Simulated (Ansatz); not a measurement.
Values for one crystal, relaxed and computed with r²SCAN (plane waves, PAW; program Ansatz); other levels are named.

* **Volume per atom**: 14.08 Å³
* **Band gap**: 7.07 eV (indirect)
* **Bulk modulus (Birch–Murnaghan fit)**: 72.8 GPa
* **HSE06 gap on the r²SCAN cell**: 8.59 eV
* **Smallest direct gap on the standard path**: 7.45 eV
* **Electron effective mass**: 0.58, 0.76, 1.2 mₑ (principal values)
* **Hole effective mass**: 3.3, 3.6, 8.7 mₑ (principal values)

Problem. Pick the material that matches.
A) CaF2, Pmc2_1 (Ca on 2a, F on 2b, F on 2a)
B) Ba2CaMoO6, Fm-3m (Ba on 8c, Ca on 4a, Mo on 4b, O on 24e)
C) KF, CsCl type
D) BaF2, fluorite

Solution. A, CaF2, Pmc2_1 (Ca on 2a, F on 2b, F on 2a)

The workflow started from a Materials Project entry (that database holds measured and hypothetical structures alike); the Crystallography Open Database copy checked does not list it. It is not the phase usual at ambient conditions (space group No. 225). Symmetry was held in the r²SCAN relaxation; its stability against distortions is not shown here.

Potentials: the later of the program's two PAW sets.
